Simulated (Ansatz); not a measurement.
The start is a generated trial cell of Ir in the AFLOW prototype A_tP4_129_ac (A_d). The cell and all atomic positions are relaxed at zero pressure with r2SCAN (plane waves to 500 eV, PAW, scalar-relativistic; Ansatz, a first-principles code). First-step values are on the input's coarse k-mesh.

Ansatz input (later rounds restart from its end on a renewed k-mesh):
Ansatz 0.2 input:
```yaml
crystal:
  lattice:
    - [4.3417035, 0, 0]
    - [0, 4.3417035, 0]
    - [0, 0, 3.0038169]
  atoms:
    - { symbol: Ir, position: [0, 0, 0] }
    - { symbol: Ir, position: [0.5, 0.5, 0] }
    - { symbol: Ir, position: [0.5, 0, 0.375] }
    - { symbol: Ir, position: [0, 0.5, 0.625] }
basis: { ecutwfc: 500, ecutrho_ratio: 4, xc_grid: 4, fft_grid_basis: typed }
kpoints: { mp_grid: { grid: [8, 8, 11] } }
hamiltonian:
  xc: r2scan
  dispersion: none
  pseudopotentials: { kind: paw }
scf: { occupations: { method: fermi_dirac, width: 0.05 } }
relax: { f_tol: 0.01, max_steps: 100, cell: { stress_tol: 0.02 } }
output: { forces: true, stress: true }
```

* **Largest initial force**: 2.64 eV/Å, on Ir3, Ir4 (atoms numbered as listed)
* **Volume change**: +3.6 %, from 14.16 to 14.67 Å³/atom
* **Shortest distances (start → end)**: The closest pairs of elements (up to four, under 3.6 Å), start → end: Ir–Ir 2.45 → 2.65 Å
* **Band gap at the end**: zero (metallic)
* **Optimiser moves**: 13

Final structure:

Space group I4/mmm (No. 139); a = b = 3.329 Å, c = 2.647 Å, α = β = γ = 90.00°

```json
[
 {"atom": "Ir", "site": "2a", "symmetry": "4/mmm", "x": "0.0000", "y": "0.0000", "z": "0.0000"}
]
```
(The calculation used a cell of 1 atom; values per cell refer to that cell.)

Final values are on a 22×22×22 k-mesh of the relaxed cell. No spin polarisation in the result.

The run could not lower the symmetry of its start; a shaken copy of this end point relaxes with r2SCAN to Fm-3m (No. 225), 0.34 eV/atom lower.

The relaxed structure here is a generated cell of Ir: the first start was made by placing the elements on the sites of a structure type, and the end was not matched to a known phase here, so it may be hypothetical. Known forms of Ir include space group No. 225.
